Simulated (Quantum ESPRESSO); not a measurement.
# Hf3AlO7F: input and log of a self-consistent run

Simulated, not a measurement. The program is pw.x of Quantum ESPRESSO 7.5 (plane-wave density functional theory). The cell is made up: 12 atoms on a rutile lattice, with randomly drawn elements, strain and displacements, not relaxed. PseudoDojo standard norm-conserving files (v0.5 for PBE, v0.4.1 for LDA and PBEsol) set the functional; there is no spin polarisation, spin-orbit coupling or dispersion term, and the masses in the input are unused placeholders.

The hafnium pseudopotential is less sure than the others, with forces about 3 percent (worst 6) and pressure in oxides about 1.5 GPa (worst 2.7) from a second method in checks, which no rerun with the same files tests.

Input:

```
&control calculation='scf', pseudo_dir='./dojo.nc.sr.pbe.v0_5.standard.upf', outdir='./o', disk_io='low', tprnfor=.true., tstress=.true. /
&system ibrav=0, nat=12, ntyp=4, nbnd=50, ecutwfc=84.00895049, nosym=.true., tot_charge=0,
 occupations='smearing', smearing='fd', degauss=0.0018374661
/
&electrons conv_thr=7.350e-09, electron_maxstep=60, /
ATOMIC_SPECIES
Al 1.0 Al.upf
F 1.0 F.upf
Hf 1.0 Hf.upf
O 1.0 O.upf
CELL_PARAMETERS angstrom
4.8932 -0.0053 0.0104
-0.0053 4.7423 -0.0667
0.0138 -0.0882 6.2535
ATOMIC_POSITIONS angstrom
Hf 0.0455 -0.0292 -0.0225
Hf 2.4372 2.2967 1.5644
Al 0.0736 -0.0736 3.1045
Hf 2.4353 2.2679 4.6748
O 1.4646 1.4038 -0.0152
F 3.4451 3.2629 -0.0226
O 3.8874 0.8728 1.5441
O 0.9663 3.7937 1.4872
O 1.4778 1.3534 3.1156
O 3.4052 3.2901 3.065
O 4.0383 0.8548 4.703
O 0.9599 3.7412 4.5941
K_POINTS automatic
5 5 4 1 1 1
```

The log is shortened where brackets say so; the opening notice, blank lines, dates and the lines on written files are dropped, and the path of the files is cut. It prints rydbergs, bohrs and kilobars, and counts compression as positive stress. With no partly filled state, the Fermi energy that it prints is only some level between the filled and the empty states on the mesh, and need not lie in the true gap.

```
     Program PWSCF v.7.5
     Parallel version (MPI & OpenMP), running on       4 processor cores
     Number of MPI processes:                 4
     Threads/MPI process:                     1
     [start-up lines left out]
     bravais-lattice index     =            0
     lattice parameter (alat)  =       9.2468  a.u.
     unit-cell volume          =     979.0684 (a.u.)^3
     number of atoms/cell      =           12
     number of atomic types    =            4
     number of electrons       =        88.00
     number of Kohn-Sham states=           50
     kinetic-energy cutoff     =      84.0090  Ry
     charge density cutoff     =     336.0358  Ry
     scf convergence threshold =      7.3E-09
     mixing beta               =       0.7000
     number of iterations used =            8  plain     mixing
     Exchange-correlation= PBE
                           (   1   4   3   4   0   0   0)
     [axes and pseudopotential details left out]
   Cartesian axes
     site n.     atom                  positions (alat units)
         1        Hf     tau(   1) = (   0.0092986  -0.0059674  -0.0045982  )
         2        Hf     tau(   2) = (   0.4980775   0.4693643   0.3197081  )
         3        Al     tau(   3) = (   0.0150412  -0.0150412   0.6344501  )
         4        Hf     tau(   4) = (   0.4976893   0.4634786   0.9553639  )
         5        O      tau(   5) = (   0.2993125   0.2868871  -0.0031063  )
         6        F      tau(   6) = (   0.7040567   0.6668214  -0.0046186  )
         7        O      tau(   7) = (   0.7944472   0.1783695   0.3155595  )
         8        O      tau(   8) = (   0.1974776   0.7752982   0.3039311  )
         9        O      tau(   9) = (   0.3020101   0.2765871   0.6367185  )
        10        O      tau(  10) = (   0.6959025   0.6723802   0.6263777  )
        11        O      tau(  11) = (   0.8252858   0.1746909   0.9611270  )
        12        O      tau(  12) = (   0.1961696   0.7645691   0.9388717  )
     number of k points=    50  Fermi-Dirac smearing, width (Ry)=  0.0018
                       cart. coord. in units 2pi/alat
        k(    1) = (   0.0999031   0.1046873   0.0990656), wk =   0.0400000
        k(    2) = (   0.0994902   0.1074388   0.2947243), wk =   0.0400000
     [further k points left out]
     Dense  grid:   101817 G-vectors     FFT dimensions: (  54,  54,  72)
     Estimated max dynamical RAM per process >     298.01 MB
     Estimated total dynamical RAM >       1.09 GB
     Initial potential from superposition of free atoms
     starting charge      87.9920, renormalised to      88.0000
     Starting wfcs are   66 randomized atomic wfcs
     total cpu time spent up to now is        7.2 secs
     per-process dynamical memory:   227.7 Mb
     Self-consistent Calculation
     iteration #  1     ecut=    84.01 Ry     beta= 0.70
     Davidson diagonalization with overlap
     ethr =  1.00E-02,  avg # of iterations =  2.0
     total cpu time spent up to now is       19.1 secs
     total energy              =    -623.54952078 Ry
     estimated scf accuracy    <       4.00890414 Ry
     iteration #  2     ecut=    84.01 Ry     beta= 0.70
     Davidson diagonalization with overlap
     ethr =  4.56E-03,  avg # of iterations =  3.6
     total cpu time spent up to now is       35.3 secs
     total energy              =    -623.74548032 Ry
     estimated scf accuracy    <       8.12332409 Ry
     iteration #  3     ecut=    84.01 Ry     beta= 0.70
     Davidson diagonalization with overlap
     ethr =  4.56E-03,  avg # of iterations =  2.4
     total cpu time spent up to now is       49.0 secs
     total energy              =    -625.41277437 Ry
     estimated scf accuracy    <       0.32489684 Ry
     iteration #  4     ecut=    84.01 Ry     beta= 0.70
     Davidson diagonalization with overlap
     ethr =  3.69E-04,  avg # of iterations =  4.0
     total cpu time spent up to now is       64.0 secs
     total energy              =    -625.49581669 Ry
     estimated scf accuracy    <       0.08209532 Ry
     iteration #  5     ecut=    84.01 Ry     beta= 0.70
     Davidson diagonalization with overlap
     ethr =  9.33E-05,  avg # of iterations =  6.1
     total cpu time spent up to now is       78.9 secs
     total energy              =    -625.50389851 Ry
     estimated scf accuracy    <       0.01088941 Ry
     [iterations 6 to 9 left out]
     iteration # 10     ecut=    84.01 Ry     beta= 0.70
     Davidson diagonalization with overlap
     ethr =  4.47E-08,  avg # of iterations =  1.9
     total cpu time spent up to now is      154.4 secs
     total energy              =    -625.50790698 Ry
     estimated scf accuracy    <       0.00001181 Ry
     iteration # 11     ecut=    84.01 Ry     beta= 0.70
     Davidson diagonalization with overlap
     ethr =  1.34E-08,  avg # of iterations =  2.1
     total cpu time spent up to now is      166.7 secs
     total energy              =    -625.50790841 Ry
     estimated scf accuracy    <       0.00000079 Ry
     iteration # 12     ecut=    84.01 Ry     beta= 0.70
     Davidson diagonalization with overlap
     ethr =  9.02E-10,  avg # of iterations =  4.3
     total cpu time spent up to now is      184.0 secs
     total energy              =    -625.50790886 Ry
     estimated scf accuracy    <       0.00000025 Ry
     iteration # 13     ecut=    84.01 Ry     beta= 0.70
     Davidson diagonalization with overlap
     ethr =  2.85E-10,  avg # of iterations =  2.0
     total cpu time spent up to now is      196.2 secs
     total energy              =    -625.50790889 Ry
     estimated scf accuracy    <       0.00000001 Ry
     iteration # 14     ecut=    84.01 Ry     beta= 0.70
     Davidson diagonalization with overlap
     ethr =  1.53E-11,  avg # of iterations =  4.1
     total cpu time spent up to now is      213.1 secs
     End of self-consistent calculation
          k = 0.0999 0.1047 0.0991 ( 12719 PWs)   bands (ev):
   -52.5457 -52.1410 -51.9946 -21.9076 -21.3691 -21.1669 -21.1215 -20.9702
   -20.8577 -20.8437 -20.7943 -20.7199 -16.4908  -8.9758  -8.4270  -7.9046
    -7.7361  -7.4559  -7.2218  -7.0634   0.4259   1.0032   1.6794   2.9671
     4.1258   4.2807   4.4763   4.6040   4.7857   5.2444   5.3506   5.8086
     5.9124   6.1410   6.4402   6.6689   6.8709   7.0525   7.2561   7.4083
     7.5577   7.8227   8.1457   8.3999  12.0522  13.0161  13.3842  13.7934
    14.0728  14.2043
     [levels at the other k points left out]
     the Fermi energy is    10.4253 ev
!    total energy              =    -625.50790889 Ry
     estimated scf accuracy    <          2.0E-09 Ry
     smearing contrib. (-TS)   =       0.00000000 Ry
     internal energy E=F+TS    =    -625.50790889 Ry
     The total energy is F=E-TS. E is the sum of the following terms:
     one-electron contribution =    -183.58951307 Ry
     hartree contribution      =     138.45006721 Ry
     xc contribution           =    -157.95077831 Ry
     ewald contribution        =    -422.41768472 Ry
     convergence has been achieved in  14 iterations
     Forces acting on atoms (cartesian axes, Ry/au):
     atom    1 type  3   force =     0.03889010    0.07493226    0.01594817
     atom    2 type  3   force =    -0.02939197   -0.03359338    0.14385790
     atom    3 type  1   force =    -0.01950985    0.00265261    0.00485711
     atom    4 type  3   force =    -0.02529138   -0.04982356   -0.16209275
     atom    5 type  4   force =     0.03240381    0.03176358   -0.01598844
     atom    6 type  2   force =    -0.00556035    0.00109493    0.00382635
     atom    7 type  4   force =     0.02876646   -0.01933570    0.00901372
     atom    8 type  4   force =    -0.01354983    0.00267420    0.02935858
     atom    9 type  4   force =    -0.00465133   -0.00833572    0.00209062
     atom   10 type  4   force =     0.01957664    0.00536396    0.02114331
     atom   11 type  4   force =    -0.03014776    0.00777921   -0.02868401
     atom   12 type  4   force =     0.00846546   -0.01517239   -0.02333058
     Total force =     0.261086     Total SCF correction =     0.000061
     Computing stress (Cartesian axis) and pressure
          total   stress  (Ry/bohr**3)                   (kbar)     P=       11.14
  -0.00010911   0.00021621   0.00006730          -16.05       31.81        9.90
   0.00021621   0.00008308   0.00016772           31.81       12.22       24.67
   0.00006730   0.00016772   0.00025314            9.90       24.67       37.24
     init_run     :      6.36s CPU      6.77s WALL (       1 calls)
     electrons    :    204.45s CPU    205.89s WALL (       1 calls)
     forces       :      2.99s CPU      3.02s WALL (       1 calls)
     stress       :     10.14s CPU     10.55s WALL (       1 calls)
     [timing details left out]
     PWSCF        :   3m44.52s CPU   3m46.88s WALL
     JOB DONE.
```

In other units: free energy -8510.469 eV for the cell, pressure 1.11 GPa, largest force component 4.168 eV/Å. A rerun of this cell at a cutoff of 1437 eV and k mesh 7 x 7 x 6 moved values by no more than 0.004 eV in energy, 0.03 GPa in stress and 0.003 eV/Å in force.